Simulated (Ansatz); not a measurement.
**Question.** Each is relaxed and computed with DFT-r²SCAN in the program Ansatz with PAW potentials. Which is the only one with a gap?
A) LaBRh3, cubic perovskite
B) BAs, Pm-3n (B on 6c, As on 6d)
C) MgB2, MoSi2 or CaC2 type
D) Si2Ni6B, P-62m (B on 1b, Si on 2c, Ni on 3g, Ni on 3f)

**Answer.** B, BAs, Pm-3n (B on 6c, As on 6d). BAs: gap 0.61 eV (indirect); MgB2: metal; Si2Ni6B: metal; LaBRh3: metal. Constructed cells (a structure type filled with these elements, in neither database checked): MgB2, MoSi2 or CaC2 type. Typed or built starts, not in the databases checked: BAs, Pm-3n (B on 6c, As on 6d). Not the usual ambient phase: BAs, Pm-3n (B on 6c, As on 6d); MgB2, MoSi2 or CaC2 type. Standing as an ambient phase not checked: Si2Ni6B, P-62m (B on 1b, Si on 2c, Ni on 3g, Ni on 3f); LaBRh3, cubic perovskite. Began spin-polarised and lost the moments: Si2Ni6B, P-62m (B on 1b, Si on 2c, Ni on 3g, Ni on 3f). All cells were relaxed under the symmetry of their starts (and spin orders); stability against distortions was not tested throughout. Rows with no word on spin ran without spin polarisation. Spin–orbit coupling is left out wherever it is not named.

Potentials: the later of the program's two PAW sets.
